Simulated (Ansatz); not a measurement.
P:
```
CELL_PARAMETERS angstrom
      2.43328     0.00000     0.00000
      0.00000     2.43328     0.00000
      0.00000     0.00000     2.43328
ATOMIC_POSITIONS crystal
  P  0.00000 0.00000 0.00000
```

Relaxed with r²SCAN.

Task: List the phonon frequencies at the special points (DFPT on a 5×5×5 q-mesh, Fourier-interpolated; r²SCAN (plane waves, PAW; program Ansatz)).

Result: In cm⁻¹.

```json
[
 {"q": "Γ", "frequencies": "0 0 0"},
 {"q": "X", "frequencies": "195 195 235"},
 {"q": "M", "frequencies": "155 155 274"},
 {"q": "R", "frequencies": "219 219 219"}
]
```

Space group Pm-3m (simple cubic). This is a known high-pressure phase of the composition, computed here at zero pressure and temperature. The cell was relaxed with r²SCAN under the symmetry of its start; phonons on a q-mesh show no instability. As this level gives no gap, phonon frequencies hold no LO–TO term and depend on the k-mesh and smearing (Fermi–Dirac, 0.1 eV here).

Potentials: the later of the program's two PAW sets.
